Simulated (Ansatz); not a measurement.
Values for one crystal, relaxed and computed with the program Ansatz at the PBE+D3(BJ) level (PAW); other levels are named.

| Property | Value |
|---|---|
| Volume per atom | 21.65 Å³ |
| Band gap | 0.85 eV (indirect) |
| Z2 indices of the occupied bands with spin–orbit coupling | 0;(000) |
| Elastic constants (relaxed ions, GPa) | C11 = 144, C12 = 26.1, C13 = 8.0, C14 = -3.5, C33 = 43.1, C44 = 12.0 |
| Gap with spin–orbit coupling | 0.83 eV |
| Bulk modulus (Birch–Murnaghan fit) | 31.0 GPa |
| Hill bulk and shear moduli | 39.2 and 28.3 GPa |

Which compound is it?
(A) SnS, Pnma (Sn on 4c, S on 4c)
(B) BeS, P6_422 (Be on 3c, S on 3d)
(C) HfS2, CdI2 type
(D) GeS, Pnma (Ge on 4c, S on 4c)

C, HfS2, CdI2 type

Space group P-3m1 (CdI2 type). The cell was relaxed with PBE+D3(BJ) under the symmetry of its start; phonons on a q-mesh show no instability. No spin polarisation was allowed. Scalar-relativistic: spin–orbit coupling is off unless named, which matters more the heavier the elements.

Potentials: the later of the program's two PAW sets.
